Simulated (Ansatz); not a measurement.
An elastic tensor (GPa, Voigt order, standard axes) from LDA in the plane-wave PAW code Ansatz:

```
349  119  119  0.0  0.0  0.0
119  349  119  0.0  0.0  0.0
119  119  349  0.0  0.0  0.0
0.0  0.0  0.0  132  0.0  0.0
0.0  0.0  0.0  0.0  132  0.0
0.0  0.0  0.0  0.0  0.0  132
```

Problem. Which compound is it?
A) Rh, fcc (Cu type)
B) BaTiO3, cubic perovskite
C) Ni, fcc (Cu type)
D) Ce, fcc (Cu type)

Solution. B, BaTiO3, cubic perovskite

Space group Pm-3m (cubic perovskite). This is a known high-temperature phase of the composition, computed here at zero pressure and temperature. The LDA relaxation kept the symmetry of its start. At this level the phase is dynamically unstable (imaginary phonons). The run is not spin-polarised. Spin–orbit coupling is left out wherever it is not named.

Potentials: the later of the program's two PAW sets.
